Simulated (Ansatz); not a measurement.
CO2 — ¹⁷O NMR of the central transition

Cell: a structure deposited in the COD whose atoms were relaxed with PBE, the cell held.

```cif
data_CO2
_symmetry_space_group_name_H-M 'Pa-3'
_symmetry_Int_Tables_number 205
_cell_length_a 5.6300
_cell_length_b 5.6300
_cell_length_c 5.6300
_cell_angle_alpha 90.000
_cell_angle_beta 90.000
_cell_angle_gamma 90.000
loop_
_atom_site_label
_atom_site_type_symbol
_atom_site_symmetry_multiplicity
_atom_site_Wyckoff_symbol
_atom_site_fract_x
_atom_site_fract_y
_atom_site_fract_z
C C 4 a 0.0000 0.0000 0.0000
O O 8 c 0.1198 0.1198 0.1198
```

One atom of each set is listed.

Level of theory: DFT, r2SCAN, plane waves and PAW, scalar-relativistic, 500 eV cutoff, Γ-centred 4×4×4 k-points, Fermi–Dirac smearing 0.02 eV (Ansatz 0.2.0).

¹⁷O has I = 5/2 and Q = -25.58 mb (Pyykkö 2018); at 7.05 T its Larmor frequency is ν₀ = 40.7 MHz. Only the quadrupole interaction is simulated: positions count from each site's isotropic chemical shift, and shift anisotropy, dipolar and J coupling are left out.

Q: Simulate the second-order pattern (static powder, Gaussian broadening 0.9 kHz) of site O (1 C at 1.17 Å).

A: The calculation gives C_Q = -4.78 MHz and η = 0.00, so ν_Q = 0.717 MHz and the centre of gravity lies at -82.8 ppm (-3.37 kHz).

| offset (kHz) | height |
| --- | --- |
| -12.32 | 2 |
| -11.68 | 34 |
| -11.04 | 100 |
| -10.41 | 83 |
| -9.77 | 59 |
| -9.14 | 48 |
| -8.50 | 43 |
| -7.86 | 39 |
| -7.23 | 36 |
| -6.59 | 34 |
| -5.96 | 33 |
| -5.32 | 32 |
| -4.68 | 31 |
| -4.05 | 30 |
| -3.41 | 29 |
| -2.77 | 29 |
| -2.14 | 29 |
| -1.50 | 29 |
| -0.87 | 29 |
| -0.23 | 27 |
| 0.41 | 24 |
| 1.04 | 23 |
| 1.68 | 24 |
| 2.31 | 26 |
| 2.95 | 28 |
| 3.59 | 30 |
| 4.22 | 34 |
| 4.86 | 41 |
| 5.49 | 59 |
| 6.13 | 71 |
| 6.77 | 24 |
| 7.40 | 1 |

An axis of threefold or higher order runs through O, so V_zz lies along it and η is zero.

The largest force is 0.8 eV/Å, so the atoms aren't at the calculated equilibrium and relaxing them would move these values. The database entry as given showed forces above 3 eV/Å or a pressure above 30 GPa, though relaxing it moves no atom far.

Hardware: 1 thread of Intel Xeon Platinum 8259CL CPU @ 2.50GHz (Skylake/Cascade Lake) (x86_64; 44 cores open to the job, memory cap 2.5 GiB, no GPU), a shared host with a load of 0.5 a core. Wall time 15 s, CPU time 15 s, peak memory 0.87 GiB.
